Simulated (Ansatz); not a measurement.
Consider the following.

W (bcc, W type)

```
W
1.0
   -1.58464     1.58464     1.58464
    1.58464    -1.58464     1.58464
    1.58464     1.58464    -1.58464
W
1
Direct
  0.00000   0.00000   0.00000
```

Equation-of-state scan: isotropic scaling of the cell above, V₀ being its volume. Symmetry pins the atoms to their sites.

These are r2SCAN (plane waves to 500 eV, PAW, scalar-relativistic; Ansatz, a program for electronic structure) values and carry that method's errors. k mesh 21×21×21 (Γ-centred), Fermi-Dirac smearing 0.05 eV. The energy includes the smearing's −TS. Compression counts positive. Spin-orbit coupling is left out, though W is heavy. W is run without spin polarisation. W was relaxed with its symmetry unable to fall. The zero of ΔE is the relaxed starting cell.

The scan covers V/V₀ from 0.840 to 1.160 in 11 points.

Question: What is ΔE at V/V₀ = 1.160?

Answer: 315 meV/atom.

Question: What pressure does the cell carry at V/V₀ = 0.840?

Answer: 79.2 GPa.

Question: What is ΔE at V/V₀ = 0.840?

Answer: 543 meV/atom.

(Under strain, the slope of the energy per volume gives the stress and its curvature an elastic modulus.)
